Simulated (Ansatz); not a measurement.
The relaxed structure here is a generated cell of CsPbCl3: the first start was made by a random draw of sites in a space group, and the end was not matched to a known phase here, so it may be hypothetical. Known forms of CsPbCl3 include space group No. 221.

A relaxed cell of CsPbCl3 (P4/mmm (No. 123)), relaxed on a k-mesh at least as fine as the one used below. Method: PBE (plane waves to 420 eV, PAW, scalar-relativistic; Ansatz, a program for electronic structure). Γ-centred k-mesh 4×2×4 on the run's cell (coarser than for final values), Fermi–Dirac smearing 0.05 eV.

```
CELL_PARAMETERS angstrom
      6.23622     0.00000     0.00000
      0.00000    12.47245     0.00000
      0.00000     0.00000     6.57381
ATOMIC_POSITIONS crystal
  Cl 0.00000 0.25000 0.00000
  Cl 0.00000 0.75000 0.00000
  Cl 0.50000 0.00000 0.00000
  Cl 0.50000 0.50000 0.00000
  Cl 0.50000 0.25000 0.50000
  Cl 0.50000 0.75000 0.50000
  Cs 0.50000 0.25000 0.00000
  Cs 0.50000 0.75000 0.00000
  Pb 0.00000 0.00000 0.00000
  Pb 0.00000 0.50000 0.00000
```

The atoms are displaced by (Å):

| atom | ux | uy | uz |
|---|---|---|---|
| Cl1 | -0.051 | -0.143 | -0.014 |
| Cl2 | 0.096 | -0.037 | 0.025 |
| Cl3 | 0.003 | 0.017 | 0.006 |
| Cl4 | 0.022 | 0.064 | -0.033 |
| Cl5 | -0.129 | 0.042 | 0.100 |
| Cl6 | 0.041 | 0.004 | -0.100 |
| Cs7 | -0.068 | -0.081 | 0.016 |
| Cs8 | 0.058 | 0.046 | -0.099 |
| Pb9 | -0.044 | -0.065 | -0.100 |
| Pb10 | -0.018 | 0.057 | -0.003 |

**Question.** What forces (eV/Å) and pressure result?

**Answer.** 
```json
[
 {"atom": "Cl1", "Fx": "-0.08", "Fy": "-0.38", "Fz": "-0.01"},
 {"atom": "Cl2", "Fx": "-0.25", "Fy": "-0.29", "Fz": "0.00"},
 {"atom": "Cl3", "Fx": "0.15", "Fy": "-0.25", "Fz": "-0.02"},
 {"atom": "Cl4", "Fx": "0.15", "Fy": "-0.33", "Fz": "0.02"},
 {"atom": "Cl5", "Fx": "-0.03", "Fy": "0.02", "Fz": "-0.17"},
 {"atom": "Cl6", "Fx": "0.03", "Fy": "0.02", "Fz": "0.02"},
 {"atom": "Cs7", "Fx": "0.09", "Fy": "0.64", "Fz": "0.20"},
 {"atom": "Cs8", "Fx": "0.15", "Fy": "-0.06", "Fz": "-0.09"},
 {"atom": "Pb9", "Fx": "-0.11", "Fy": "0.41", "Fz": "0.05"},
 {"atom": "Pb10", "Fx": "-0.10", "Fy": "0.21", "Fz": "0.00"}
]
```

Pressure +0.1 GPa.

The undisplaced cell is probably no minimum: from this displacement the run went on to P1 (No. 1) at a tolerance of 0.01 Å, Pm (No. 6) at 0.1 Å, 0.60 eV/atom below it.

No spin polarisation in the result.
